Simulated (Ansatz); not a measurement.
**EuS2, relaxed from a fluorite start to space group I4/mmm (read at 0.02 Å)**

Computed with Ansatz (plane waves, PAW, 420 eV cutoff): PBE+U (U_eff = 6 eV on Eu 4f), scalar-relativistic, collinear spin, Γ-centred 8×8×4 mesh, 0.05 eV Gaussian smearing; PAW files: Ansatz's generated set soft_2.

```xyz
6
Lattice="0.0000 3.0021 3.0021 8.3400 3.0021 3.0021 8.3400 6.0043 0.0000" Properties=species:S:1:pos:R:3 pbc="T T T"
Eu    0.0000    0.0000    0.0000
S     2.0853    1.5011    1.5011
S     6.2546    4.5032    4.5032
Eu    4.1700    3.0021    0.0000
S     6.2546    4.5032    1.5011
S    10.4253    7.5054    4.5032
```

The cell came from substitution into a structure type; whether the compound takes it is for experiment to say.

Magnetic state: antiferromagnetic, site spin moments Eu 6.81, -6.81 μB.

The cell above was scaled in volume, and shape and atoms were relaxed at each volume within its symmetry. Energies are counted from the cell above.

```tsv
V (Å³/atom)	ΔE (meV/atom)	P from the stress (GPa)
23.678	12.49	3.06
24.053	6.41	2.13
24.555	1.53	1.00
25.056	0.00	0.00
25.557	1.49	-0.93
26.058	5.66	-1.74
26.810	16.43	-2.81
27.561	31.84	-3.73
```

Problem. Do the energies and the pressures agree? Compare −ΔE/ΔV between neighbouring points (1 meV/Å³ = 0.1602 GPa) with the mean of their pressures.

Solution. 
| interval (Å³/atom) | −ΔE/ΔV (GPa) | mean P (GPa) |
| --- | --- | --- |
| 23.68 to 24.05 | 2.6 | 2.6 |
| 24.05 to 24.55 | 1.6 | 1.6 |
| 24.55 to 25.06 | 0.5 | 0.5 |
| 25.06 to 25.56 | -0.5 | -0.5 |
| 25.56 to 26.06 | -1.3 | -1.3 |
| 26.06 to 26.81 | -2.3 | -2.3 |
| 26.81 to 27.56 | -3.3 | -3.3 |
They differ by 0.02 GPa at most.

Problem. What do the two routes give for V0, B0 and B0′?

Solution. A third-order Birch–Murnaghan fit of the energies: V0 = 25.05 Å³/atom, B0 = 48 GPa, B0′ = 4.4. A polynomial of P in ln V, with B = −dP/d ln V at P = 0: V0 = 25.05 Å³/atom, B0 = 48 GPa, B0′ = 4.3.

B0·V0 = 48.1 GPa × 25.05 Å³ = 7.52 eV/atom sets the scale: near the minimum ΔE ≈ ½ B0 V0 x², with x = V/V0 − 1, and a pressure of 0.5 GPa squeezes the volume by about 1 %. At the ends of the curve: x = −5.5 % predicts 11.3 meV/atom and the run gives 12.5; x = +10.0 % predicts 37.8 meV/atom and the run gives 31.8. Compression costs more and expansion less than the parabola says, since the crystal stiffens as it shrinks; B0′ measures that.

No spin–orbit coupling, a notable omission for heavy elements. The run wasn't fully tested for a lower electronic state. Site moments are of spin, integrated over atomic spheres. A U of this size is made for insulators; in a metal, as here, it tends to take f weight out of the bonding and to swell the cell.
